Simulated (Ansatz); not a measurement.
MoP$_{2}$ in space group Cmc2_1 (No. 36; Mo on 4a, P on 4a, P on 4a) at seven volumes, LDA (plane waves, PAW; program Ansatz), shape and atoms relaxed at each. One row is withheld.

```tsv
V (Å³/atom)	P (GPa)
12.890	22.13
13.315	13.69
13.740	?
14.165	0.00
14.590	-5.45
15.015	-10.12
15.440	-14.08
```

**Question.** Fit the shown pressures and predict the withheld one.

**Answer.** P = (3/2)B₀(x^(7/2) − x^(5/2))[1 + (3/4)(B′ − 4)(x − 1)] with x = (V₀/V)^(2/3). Least squares on the six rows gives V₀ = 14.165 Å³/atom, B₀ = 195 GPa, B′ = 3.99. At V = 13.740, x = 1.0205 and P = 6.31 GPa. The run itself gave 6.36 GPa.

The first step of the workflow began from a Materials Project structure, measured or hypothetical; the Crystallography Open Database copy checked does not list it. Its standing as an ambient phase is unchecked. The cell was relaxed with LDA under the symmetry of its start; its stability against distortions is not shown here. No spin polarisation was allowed.

Potentials: the later of the program's two PAW sets.
